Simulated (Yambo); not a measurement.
## RbScS2O8: sweep of GW parameters

G0W0@PBEsol for RbScS2O8 (space group P321, No. 150) in Yambo. Reference settings: 3×3×2 Γ-centred k mesh, bands 2 to 286 and a 7 Ry block in the screening, 286 bands in G with the Bruneval-Gonze terminator, plasmon pole fitted at 27.2 eV. The PBEsol gap A → (0, 0.333, -0.5) on this mesh is 4.36 eV; G0W0 gaps are taken between the same points.

| change from the reference | G0W0 gap A → (0, 0.333, -0.5) (eV) | shift of the valence edge (eV) |
|---|---|---|
| reference settings | 8.09 | -1.43 |
| 113 bands in W, 113 bands in G | 8.20 | -1.30 |
| 113 bands in G | 8.09 | -1.41 |
| 187 bands in G | 8.09 | -1.42 |
| 1 Ry block | 9.59 | -2.08 |
| 3 Ry block | 8.33 | -1.48 |
| pole fitted at 10 eV | 7.97 | -1.32 |
| 113 bands in G, no terminator | 8.21 | -0.81 |

The reference isn't shown to be the converged limit.

Geometry of the Materials Project entry, not relaxed at this level; primitive cell a = b = 5.060 Å, c = 8.769 Å, α = β = 90.00°, γ = 120.00°.

The structure is a Materials Project entry; no match was found in the copy of COD used, and its stability was not checked.

A shift is the quasiparticle energy of the state minus its PBEsol energy.
